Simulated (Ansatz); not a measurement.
Relaxed Cd (hcp, Mg type):

```
Cd
1.0
    3.01593     0.00000     0.00000
   -1.50796     2.61187     0.00000
    0.00000     0.00000     5.82164
Cd
2
Cartesian
  0.00000   1.74125   4.36623
  1.50796   0.87062   1.45541
```

In this cell atom 2 (Cd, nearest neighbour Cd at 3.016 Å; its periodic images, 3.0 Å or more away, move with it) is moved by u·(0.707, 0.707, 0.000) + v·(0.000, 0.000, 1.000); the rest is frozen.

The numbers are results of PBE (plane waves to 420 eV, PAW, scalar-relativistic; Ansatz, a quantum-chemistry and plane-wave program), not measurements. k mesh 14×14×7 (Γ-centred), Fermi-Dirac smearing 0.05 eV. The energy includes the smearing's −TS. With partly filled bands, energies and forces of such displacements shift with the k mesh and the smearing. On this mesh the relaxed cell isn't quite at rest: it carries a pressure of 0.2 GPa (compression positive) at the zero of the scan. Cd was relaxed with its symmetry unable to fall. The PAW data are Ansatz's earlier set. The relaxed volume of Cd is well above the measured one; the method has no dispersion term. ΔE is measured from the undisplaced structure. Axes are in Å.

Question: Estimate the ΔE (eV/cell) for all points of the grid u = -0.750, -0.375, 0.000, 0.375, 0.750 by v = -0.750, -0.375, 0.000, 0.375, 0.750.

Answer: ΔE (eV/cell), with u across and v down:

```tsv
v \ u	-0.750	-0.375	0.000	0.375	0.750
-0.750	0.774	0.644	0.568	0.684	1.057
-0.375	0.167	0.134	0.113	0.145	0.240
0.000	0.025	0.010	0.000	0.015	0.060
0.375	0.167	0.134	0.113	0.145	0.240
0.750	0.774	0.644	0.568	0.684	1.057
```

(A displaced cell: forces are minus the slopes of the energy, force constants its curvatures, and phonons follow from these.)
